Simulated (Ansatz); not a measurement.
# Ru at a changed volume — 101Ru nuclear quadrupole resonance

Cell: a COD entry, relaxed with PBE at fixed cell and then changed (volume scaled by 1.06, ions relaxed).

```yaml
crystal:
  lattice:
    - [2.75887, 0.00000, 0.00000]
    - [-1.37943, 2.38925, 0.00000]
    - [0.00000, 0.00000, 4.36588]
  atoms:
    - { symbol: Ru, position: [0.33333, 0.66667, 0.25000] }
    - { symbol: Ru, position: [0.66667, 0.33333, 0.75000] }
```

Atoms are numbered from 1 in the order listed; like atoms form one site, named after its first atom.

Level of theory: DFT, PBE, plane waves and PAW, scalar-relativistic, 420 eV cutoff, Γ-centred 20×20×11 k-points, Fermi–Dirac smearing 0.05 eV (Ansatz 0.2.0).

101Ru: I = 5/2, Q = 457.0 mb (year-2017 value). Static lattice, zero field.

(1) The simulated lines lie at 1.74, 3.49 MHz. What are |C_Q|, η and |V_zz| at Ru?

Answers

(1) For I = 5/2 and η = 0 the lines are 3|C_Q|/20 and twice that; η pulls their ratio below 2. Here |C_Q| = 11.6 MHz, η = 0.00 and |V_zz| = 1.05 × 10²¹ V/m². The calculation gives V_zz negative; the lines don't show the sign. The site has 12 Ru at 2.70–2.76 Å.

An axis of threefold or higher order runs through Ru, so V_zz lies along it and η is zero.

With no gap above 0.1 eV, as in a metal, the gradients converge slowly in k; expect changes of a tenth or more on a denser mesh. Without spin–orbit coupling (the program notes it for Ru) the gradients can shift somewhat, as the gap is small. With these PAW files V_zz is typically within 2 to 3 % of all-electron values, but misses above 10 % occur on Ru. At this changed cell the PBE pressure is -12 GPa.

The relaxation (1 step) took 4.9 s of wall time (4.9 s of CPU time) and 0.52 GiB at its peak, on 1 thread of Intel Xeon 6975P-C (Granite Rapids) (x86_64; 16 cores open to the job, memory cap 3.0 GiB, no GPU), a shared host with a load of 0.1 a core.
